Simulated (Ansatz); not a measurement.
The relaxed structure here is a generated cell of NbRu: the first start was made by a random draw of sites in a space group, and the end was not matched to a known phase here, so it may be hypothetical.

One starting cell of NbRu (a randomly generated symmetric cell of NbRu (space group No. 95)) was relaxed twice with Ansatz (plane waves, PAW, scalar-relativistic): with PBEsol at 420 eV and with PBE at 420 eV. The PBEsol result:

```yaml
crystal:
  lattice:
    - [4.74223, 0.00000, 0.00000]
    - [0.00000, 4.74223, 0.00000]
    - [0.00000, 0.00000, 6.35566]
  atoms:
    - { symbol: Nb, position: [0.00000, 0.32958, 0.50000] }
    - { symbol: Nb, position: [0.00000, 0.67042, 0.00000] }
    - { symbol: Nb, position: [0.67042, 0.00000, 0.25000] }
    - { symbol: Nb, position: [0.32958, 0.00000, 0.75000] }
    - { symbol: Ru, position: [0.23195, 0.23195, 0.12500] }
    - { symbol: Ru, position: [0.76805, 0.76805, 0.62500] }
    - { symbol: Ru, position: [0.76805, 0.23195, 0.87500] }
    - { symbol: Ru, position: [0.23195, 0.76805, 0.37500] }
```

```
quantity                          PBEsol    PBE
--------------------------------  ------  -----
space group                        P4₃22  P4₃22
volume (Å³/atom)                   17.87      …
a (Å)                              4.742      …
c (Å)                              6.356      …
gap (eV, no spin-orbit coupling)    0.00      …
```

**Question.** What does PBE give for the same quantities?

**Answer.** 
- volume (Å³/atom), PBE: 18.53
- a (Å), PBE: 4.802
- c (Å), PBE: 6.427
- gap (eV, no spin-orbit coupling), PBE: 0.00

Both levels end in the same structure; PBE's volume is 3.7 % larger. Neither column is exact.

No spin polarisation in the result.

The run could not lose the symmetry of its start: the end is stationary, and may be a saddle point rather than a minimum.

Ansatz is a program for electronic structure.
